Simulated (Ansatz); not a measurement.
Input and command of a plane-wave DFT calculation in Ansatz:

```yaml
crystal:
  lattice:
    - [0.0, 3.952493, 3.952493]
    - [3.952493, 0.0, 3.952493]
    - [3.952493, 3.952493, 0.0]
  atoms:
    - { symbol: Sn, position: [0.0, 0.0, 0.0] }
    - { symbol: Bi, position: [0.25, 0.25, 0.25] }
    - { symbol: Bi, position: [0.75, 0.75, 0.75] }
    - { symbol: Bi, position: [0.5, 0.5, 0.5] }
basis:
  ecutwfc: 420
kpoints:
  mp_grid: { grid: [10, 10, 10] }
hamiltonian:
  xc: pbesol
scf:
  occupations: { method: gaussian, width: 0.1 }
output:
  forces: true
  stress: true
  eigenvalues: true
  populations: true
```

```bash
ansatz run input.yaml --threads 1 --pin off --max-ram 2560MiB --backend cpu --events-out ev --progress --plain --runs-dir out
```

Processor: Arm Neoverse V1, 1 thread, on a host shared with other jobs.

**Question.** How long does it run, and how much memory does it take?

**Answer.** About 13 s on 1 thread of Arm Neoverse V1, on a shared host, peak memory 0.45 GiB. It solves 36 bands at 47 k points (the mesh reduced by the symmetry that the task leaves, which can be less than the crystal's) with about 2421 plane waves, in 6 SCF iterations.
